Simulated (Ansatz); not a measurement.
Does relaxation matter for the field gradients of GaAs with Sb replacing As?

Start: a supercell of GaAs (zinc blende type, F-43m) built from a COD entry, with all atoms left at the host's positions.

```cif
data_Ga27SbAs26
_symmetry_space_group_name_H-M 'F-43m'
_symmetry_Int_Tables_number 216
_cell_length_a 16.9611
_cell_length_b 16.9611
_cell_length_c 16.9611
_cell_angle_alpha 90.000
_cell_angle_beta 90.000
_cell_angle_gamma 90.000
loop_
_atom_site_label
_atom_site_type_symbol
_atom_site_symmetry_multiplicity
_atom_site_Wyckoff_symbol
_atom_site_fract_x
_atom_site_fract_y
_atom_site_fract_z
Ga1 Ga 16 e 0.4167 0.0833 0.4167
Ga3 Ga 24 g 0.7500 0.0833 0.7500
Ga5 Ga 48 h 0.7500 0.9167 0.5833
Ga14 Ga 4 d 0.7500 0.7500 0.7500
Ga18 Ga 16 e 0.0833 0.5833 0.9167
Sb Sb 4 a 0.5000 0.0000 0.5000
As29 As 48 h 0.6667 0.0000 0.6667
As32 As 16 e 0.8333 0.8333 0.6667
As36 As 16 e 0.1667 0.6667 0.8333
As42 As 24 f 0.0000 0.6667 0.0000
```

One atom of each set is listed; the run and its k-mesh use a cell of 54 atoms with edges of 11.99, 11.99, 11.99 Å.

Method: Kohn–Sham DFT in Ansatz, PBE, plane waves and PAW, scalar-relativistic, 420 eV cutoff, Γ-centred 2×2×2 k-points, Fermi–Dirac smearing 0.01 eV.

The largest force at the start is 1.5 eV/Å. Relaxing the ions at fixed cell moves them by 0.119 Å at most (atom 2, Ga) and 0.034 Å rms.

```tsv
site	moved (Å)	first shell before	first shell after	V_zz before (10²¹ V/m²)	η before
Ga1	0.119	1 Sb at 2.45 Å, 3 As at 2.45 Å	3 As at 2.43 Å, 1 Sb at 2.57 Å	-2.70	0.00
Ga3	0.003	4 As at 2.45 Å	4 As at 2.43–2.45 Å	0.050	0.42
Ga5	0.004	4 As at 2.45 Å	4 As at 2.45 Å	-0.017	0.27
Ga18	0.005	4 As at 2.45 Å	4 As at 2.45 Å	-0.018	0.00
Sb	0.000	4 Ga at 2.45 Å	4 Ga at 2.57 Å	0.00	–
As29	0.023	4 Ga at 2.45 Å	4 Ga at 2.43–2.45 Å	-0.41	0.08
As32	0.001	4 Ga at 2.45 Å	4 Ga at 2.45 Å	-0.027	0.00
As36	0.004	4 Ga at 2.45 Å	4 Ga at 2.45 Å	0.019	0.00
As42	0.003	4 Ga at 2.45 Å	4 Ga at 2.45 Å	-0.030	0.97
```

Task: How do the gradients change?

Result: 

| site | V_zz after | η after | change of V_zz |
| --- | --- | --- | --- |
| Ga1 | -0.31 | 0.00 | +2.39 |
| Ga3 | 0.68 | 0.28 | +0.63 |
| Ga5 | -0.16 | 0.83 | – |
| Ga18 | -0.18 | 0.00 | -0.16 |
| Sb | 0.00 | – | 0.00 |
| As29 | -1.59 | 0.10 | -1.18 |
| As32 | 0.064 | 0.00 | +0.09 |
| As36 | 0.23 | 0.00 | +0.21 |
| As42 | -0.025 | 0.95 | +0.01 |

The largest change of V_zz along a kept axis is on Ga1, from -2.70 to -0.31. Small gradients that grow severalfold: As29 (-0.41 to -1.59). In per cent, |V_zz| changes by -89 on Ga (all sites that start above 0.5). V_zz changes sign on As32 (same axis). On Ga5 the largest principal value lies along another axis in the second run, so the two V_zz can't be compared directly. Other sites without a gradient aren't listed.

The defect repeats with the cell of 54 atoms, so it feels its images: sites between two images don't show the values beside a lone defect, and zeros or small values of η there can come from the images' arrangement. Without spin–orbit coupling (the program notes it for Sb) the gradients can shift somewhat, as the gap is small. With a gap of 0.5 eV on this mesh, small gradients can still move by 0.1 × 10²¹ V/m² or more as the k-mesh gets denser.
Before: The neighbours have not yet relaxed around the defect (largest force 1.5 eV/Å), so a real crystal will differ.
After: The relaxation keeps the site symmetry -43m of the start, so the impurity can't leave its site; a start off the site could end lower.
